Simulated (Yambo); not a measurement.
## How GW settings move the gap: AgCl

G0W0@PBEsol for AgCl (space group Cmcm, No. 63) in Yambo. Reference settings: 4×4×4 Γ-centred k mesh, bands 9 to 99 and a 6 Ry block in the screening, 99 bands in G with the Bruneval-Gonze terminator, plasmon pole fitted at 27.2 eV. The PBEsol gap (0.25, 0.25, 0) → Γ on this mesh is 0.34 eV; G0W0 gaps are taken between the same points.

```json
[
 {"change from the reference": "reference settings", "G0W0 gap (0.25, 0.25, 0) → Γ (eV)": "1.72", "shift of the valence edge (eV)": "-0.80"},
 {"change from the reference": "47 bands in W, 47 bands in G", "G0W0 gap (0.25, 0.25, 0) → Γ (eV)": "2.05", "shift of the valence edge (eV)": "-0.68"},
 {"change from the reference": "69 bands in G", "G0W0 gap (0.25, 0.25, 0) → Γ (eV)": "1.74", "shift of the valence edge (eV)": "-0.78"},
 {"change from the reference": "55 bands in W", "G0W0 gap (0.25, 0.25, 0) → Γ (eV)": "1.93", "shift of the valence edge (eV)": "-0.74"},
 {"change from the reference": "3 Ry block", "G0W0 gap (0.25, 0.25, 0) → Γ (eV)": "1.72", "shift of the valence edge (eV)": "-0.81"},
 {"change from the reference": "47 bands in G, no terminator", "G0W0 gap (0.25, 0.25, 0) → Γ (eV)": "1.66", "shift of the valence edge (eV)": "-0.14"}
]
```

The reference isn't shown to be the converged limit.

Spin-orbit splittings are left out.

Geometry relaxed with PBEsol; primitive cell a = b = 5.7381 Å, c = 3.8450 Å, α = β = 90.00°, γ = 142.44°.

This is not the ordinary phase of the substance; no match was found in the copy of COD used, and its stability was not checked.

A shift is the quasiparticle energy of the state minus its PBEsol energy.
